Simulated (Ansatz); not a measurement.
A geometry of Ti3Al away from equilibrium: step 20 of the relaxation of a generated cell, Ti3Al built in the AFLOW prototype AB3_hP8_182_c_g (as in Fe3C). All values below come from PBEsol (plane waves to 420 eV, PAW, scalar-relativistic; Ansatz, a first-principles code). Γ-centred k-mesh 7×7×7 on the run's cell (coarser than for final values), Fermi–Dirac smearing 0.05 eV.

```yaml
crystal:
  lattice:
    - [7.25650, 0.00000, 0.00000]
    - [-3.62825, 6.28431, 0.00000]
    - [0.00000, 0.00000, 2.94922]
  atoms:
    - { symbol: Ti, position: [0.30208, 0.00000, 0.00000] }
    - { symbol: Ti, position: [0.30208, 0.30208, 0.50000] }
    - { symbol: Ti, position: [0.00000, 0.30208, 0.00000] }
    - { symbol: Ti, position: [0.69792, 0.00000, 0.50000] }
    - { symbol: Ti, position: [0.69792, 0.69792, 0.00000] }
    - { symbol: Ti, position: [0.00000, 0.69792, 0.50000] }
    - { symbol: Al, position: [0.33333, 0.66667, 0.25000] }
    - { symbol: Al, position: [0.66667, 0.33333, 0.75000] }
```

Problem. Which atoms carry the largest force, and which way does it point?

Solution. 0.01 eV/Å, on Ti1, Ti2, Ti3, Ti4, Ti5, Ti6 (atoms numbered as listed); on Ti5 its components are (0.00, 0.01, 0.00).

Problem. What is the pressure?

Solution. +4.2 GPa, compression positive.

Problem. How much energy per atom can still be gained by relaxing?

Solution. 0.02 eV/atom; the path ends in P6₃22 (No. 182).

No spin polarisation in the result.

The run could not lower the symmetry of its start; a shaken copy of this end point relaxes with PBEsol to P-62m (No. 189), 0.30 eV/atom lower.

The end of the path is a generated cell of Ti3Al: the first start was made by placing the elements on the sites of a structure type, and the end was not matched to a known phase here, so it may be hypothetical. Known forms of Ti3Al include space group No. 194.
